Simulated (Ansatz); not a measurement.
# Does relaxation matter for the field gradients of CdS with Sn replacing Cd?

Start: a supercell of CdS (wurtzite type, P6_3mc) built from a structure deposited in the COD, with all atoms left at the host's positions.

```xyz
48
Lattice="8.3000 0.0000 0.0000 -6.2250 10.7820 0.0000 0.0000 0.0000 13.4740" Properties=species:S:1:pos:R:3 pbc="T T T"
Sn    0.0000    2.3960    0.0000
Cd    0.0000    2.3960    6.7370
Cd   -2.0750    5.9900    0.0000
Cd   -2.0750    5.9900    6.7370
Cd   -4.1500    9.5840    0.0000
Cd   -4.1500    9.5840    6.7370
Cd    4.1500    2.3960    0.0000
Cd    4.1500    2.3960    6.7370
Cd    2.0750    5.9900    0.0000
Cd    2.0750    5.9900    6.7370
Cd    0.0000    9.5840    0.0000
Cd    0.0000    9.5840    6.7370
Cd    2.0750    1.1980    3.3685
Cd    2.0750    1.1980   10.1055
Cd    0.0000    4.7920    3.3685
Cd    0.0000    4.7920   10.1055
Cd   -2.0750    8.3860    3.3685
Cd   -2.0750    8.3860   10.1055
Cd    6.2250    1.1980    3.3685
Cd    6.2250    1.1980   10.1055
Cd    4.1500    4.7920    3.3685
Cd    4.1500    4.7920   10.1055
Cd    2.0750    8.3860    3.3685
Cd    2.0750    8.3860   10.1055
S     0.0000    2.3960    2.5264
S     0.0000    2.3960    9.2634
S    -2.0750    5.9900    2.5264
S    -2.0750    5.9900    9.2634
S    -4.1500    9.5840    2.5264
S    -4.1500    9.5840    9.2634
S     4.1500    2.3960    2.5264
S     4.1500    2.3960    9.2634
S     2.0750    5.9900    2.5264
S     2.0750    5.9900    9.2634
S     0.0000    9.5840    2.5264
S     0.0000    9.5840    9.2634
S     2.0750    1.1980    5.8949
S     2.0750    1.1980   12.6319
S     0.0000    4.7920    5.8949
S     0.0000    4.7920   12.6319
S    -2.0750    8.3860    5.8949
S    -2.0750    8.3860   12.6319
S     6.2250    1.1980    5.8949
S     6.2250    1.1980   12.6319
S     4.1500    4.7920    5.8949
S     4.1500    4.7920   12.6319
S     2.0750    8.3860    5.8949
S     2.0750    8.3860   12.6319
```

Atoms are numbered from 1 in the order listed; like atoms form one site, named after its first atom.

Computed with Ansatz: DFT, PBE, plane waves and PAW, scalar-relativistic, 420 eV cutoff, Γ-centred 3×2×2 k-points, Fermi–Dirac smearing 0.01 eV.

The largest force at the start is 1.3 eV/Å. Relaxing the ions at fixed cell moves them by 0.399 Å at most (atom 1, Sn) and 0.130 Å rms.

| site | atom | moved (Å) | first shell before | first shell after | V_zz before (10²¹ V/m²) | η before |
| --- | --- | --- | --- | --- | --- | --- |
| Sn | 1 | 0.399 | 4 S at 2.53–2.54 Å | 4 S at 2.67–2.77 Å | -0.25 | 0.61 |
| Cd2 | 2 | 0.032 | 4 S at 2.53–2.54 Å | 4 S at 2.53–2.55 Å | -0.18 | 0.02 |
| Cd3 | 3 | 0.042 | 4 S at 2.53–2.54 Å | 4 S at 2.52–2.54 Å | 1.01 | 0.57 |
| Cd4 | 4 | 0.020 | 4 S at 2.53–2.54 Å | 4 S at 2.53 Å | -0.33 | 0.10 |
| Cd5 | 5 | 0.108 | 4 S at 2.53–2.54 Å | 4 S at 2.52–2.54 Å | 1.11 | 0.21 |
| Cd7 | 7 | 0.131 | 4 S at 2.53–2.54 Å | 4 S at 2.52–2.54 Å | 1.00 | 0.87 |
| Cd9 | 9 | 0.137 | 4 S at 2.53–2.54 Å | 4 S at 2.52–2.54 Å | 0.97 | 0.53 |
| Cd11 | 11 | 0.124 | 4 S at 2.53–2.54 Å | 4 S at 2.51–2.54 Å | 1.04 | 0.36 |
| Cd13 | 13 | 0.175 | 4 S at 2.53–2.54 Å | 4 S at 2.52–2.53 Å | 1.04 | 0.95 |
| Cd16 | 16 | 0.129 | 4 S at 2.53–2.54 Å | 4 S at 2.53–2.54 Å | 0.53 | 0.24 |
| Cd17 | 17 | 0.070 | 4 S at 2.53–2.54 Å | 4 S at 2.53–2.54 Å | -0.56 | 0.06 |
| Cd19 | 19 | 0.076 | 4 S at 2.53–2.54 Å | 4 S at 2.53–2.54 Å | 1.05 | 0.94 |
| S25 | 25 | 0.262 | 1 Sn at 2.53 Å, 3 Cd at 2.54 Å | 3 Cd at 2.52–2.53 Å, 1 Sn at 2.74 Å | 0.26 | 0.14 |
| S38 | 38 | 0.261 | 3 Cd at 2.53–2.54 Å, 1 Sn at 2.54 Å | 3 Cd at 2.54–2.57 Å, 1 Sn at 2.67 Å | -0.19 | 0.59 |
| S40 | 40 | 0.300 | 3 Cd at 2.53–2.54 Å, 1 Sn at 2.54 Å | 3 Cd at 2.52–2.53 Å, 1 Sn at 2.74 Å | -0.16 | 0.61 |
| S44 | 44 | 0.398 | 3 Cd at 2.53–2.54 Å, 1 Sn at 2.54 Å | 3 Cd at 2.51–2.52 Å, 1 Sn at 2.77 Å | -0.22 | 0.36 |

Q: What are V_zz and η after the relaxation?

A: 

| site | atom | V_zz after | η after | change of V_zz |
| --- | --- | --- | --- | --- |
| Sn | 1 | 2.62 | 0.76 | +2.87 |
| Cd2 | 2 | 1.43 | 0.17 | +1.61 |
| Cd3 | 3 | 1.19 | 0.71 | – |
| Cd4 | 4 | 0.24 | 0.85 | +0.57 |
| Cd5 | 5 | 1.98 | 0.62 | – |
| Cd7 | 7 | -1.25 | 0.44 | – |
| Cd9 | 9 | -2.23 | 0.63 | – |
| Cd11 | 11 | -2.78 | 0.52 | – |
| Cd13 | 13 | -2.01 | 0.98 | – |
| Cd16 | 16 | 2.20 | 0.65 | +1.67 |
| Cd17 | 17 | 0.57 | 0.98 | +1.13 |
| Cd19 | 19 | -1.21 | 0.52 | – |
| S25 | 25 | -2.89 | 0.24 | -3.15 |
| S38 | 38 | 2.36 | 0.23 | +2.55 |
| S40 | 40 | -3.44 | 0.10 | -3.28 |
| S44 | 44 | -4.29 | 0.12 | -4.07 |

The largest change of V_zz along a kept axis is on S44, from -0.22 to -4.29. Small gradients that grow severalfold: S25 (0.26 to -2.89), Sn (-0.25 to 2.62), S38 (-0.19 to 2.36), Cd2 (-0.18 to 1.43) and 5 more sites. Where |V_zz| stays above 0.1 and the axes keep their order, η moves most on Cd17, from 0.06 to 0.98. On Cd16, Sn, S38, S40, S31, S36, S30 (not all in the table) V_xx and V_yy change places (or their axes turn by over 50°), so the two values of η hide a larger change. V_zz changes sign on Cd17 (axis turned by 16°), Cd4 (axis turned by 37°), S25 (same axis), Sn (axis turned by 40°), S38 (axis turned by 15°), Cd2 (axis turned by 12°), Cd10 (axis turned by 41°), S39 (axis turned by 34°) and 1 more site (not all in the table). On Cd5, Cd19, Cd13, Cd11, Cd3, Cd7, Cd9, Cd15 and 22 more sites (not all in the table) the largest principal value lies along another axis in the second run, so the two V_zz can't be compared directly. The table leaves out 32 of the 48 sites, with |V_zz| up to 2.69; their tensors move by 2.35 at most along any direction. The statements above cover all sites. The electronic state changes along with the positions (a gap opens), so the changes aren't those of geometry alone. The host's own positions weren't relaxed first, so part of the change far from the defect can be the host's relaxation.

The defect repeats with the cell of 48 atoms, so it feels its images: sites between two images don't show the values beside a lone defect, and zeros or small values of η there can come from the images' arrangement. Cd and S carry a gradient in the pure host already, so the values there aren't the defect's effect alone. Without spin–orbit coupling (the program notes it for Cd and Sn) the gradients can shift somewhat, as the gap is small.
Before: The run isn't spin-polarised, and a state with spin may lie lower. The defect cell has no gap above 0.1 eV on its mesh, so the values can hang on the smearing and the k-mesh. The neighbours have not yet relaxed around the defect (largest force 1.3 eV/Å), so a real crystal will differ.
After: With a gap of 0.6 eV on this mesh, small gradients can still move by 0.1 × 10²¹ V/m² or more as the k-mesh gets denser.
